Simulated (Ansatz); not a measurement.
Relaxing a structure of CoPdO$_{2}$

The relaxed structure here is a generated cell of CoPdO2: the first start was made by placing the elements on the sites of a structure type, and the end was not matched to a known phase here, so it may be hypothetical.

The start is a generated cell, CoPdO2 placed in the AFLOW prototype ABC2_tP4_123_d_a_f (as in CaCuO2). The structure is fully relaxed (lattice and positions, P = 0) with PBEsol (plane waves to 420 eV, PAW, scalar-relativistic; Ansatz, an electronic-structure program). The first steps use a coarse 6×6×7 k-mesh.

The start:
```
CELL_PARAMETERS angstrom
      3.82750     0.00000     0.00000
      0.00000     3.82750     0.00000
      0.00000     0.00000     3.17166
ATOMIC_POSITIONS crystal
  Co 0.50000 0.50000 0.50000
  Pd 0.00000 0.00000 0.00000
  O  0.00000 0.50000 0.00000
  O  0.50000 0.00000 0.00000
```
Spin-polarised start, with parallel moments on Co.

```yaml
energy_released: 0.14 eV/atom
Shortest distances (start → end): "The closest pairs of elements (up to four, under 3.6 Å), start → end: O–Pd 1.91 → 1.97 Å; Co–O 2.49 → 2.39 Å; Co–Co 3.17 → 2.70 Å; Pd–Pd 3.17 → 2.70 Å"
band_gap_at_the_end: no gap (metallic)
moments_at_the_end: net 0.74 μB/atom, ferromagnetic
optimiser_moves: 14
```

Relaxed structure:

```cif
data_CoO2Pd
_chemical_formula_sum 'Co1 Pd1 O2'
_space_group_name_H-M_alt 'P4/mmm'
_space_group_IT_number 123
_space_group_name_Hall '-P 4 2'
_cell_length_a 3.94714
_cell_length_b 3.94714
_cell_length_c 2.69799
_cell_angle_alpha 90.000
_cell_angle_beta 90.000
_cell_angle_gamma 90.000
loop_
_atom_site_label
_atom_site_type_symbol
_atom_site_symmetry_multiplicity
_atom_site_Wyckoff_symbol
_atom_site_fract_x
_atom_site_fract_y
_atom_site_fract_z
_atom_site_occupancy
Co1 Co 1 d 0.50000 0.50000 0.50000 1
Pd1 Pd 1 a 0.00000 0.00000 0.00000 1
O1 O 2 f 0.00000 0.50000 0.00000 1
```

Final values are on a 12×12×17 k-mesh of the relaxed cell. Spin state reached: ferromagnetic (net 0.74 μB/atom), from parallel starting moments; other spin orders were not run from this start. No Hubbard U is applied. A magnetic insulating state can be missed without it.

The run could not lower the symmetry of its start; a shaken copy of this end point relaxes with PBEsol to P1 (No. 1), 0.41 eV/atom lower.
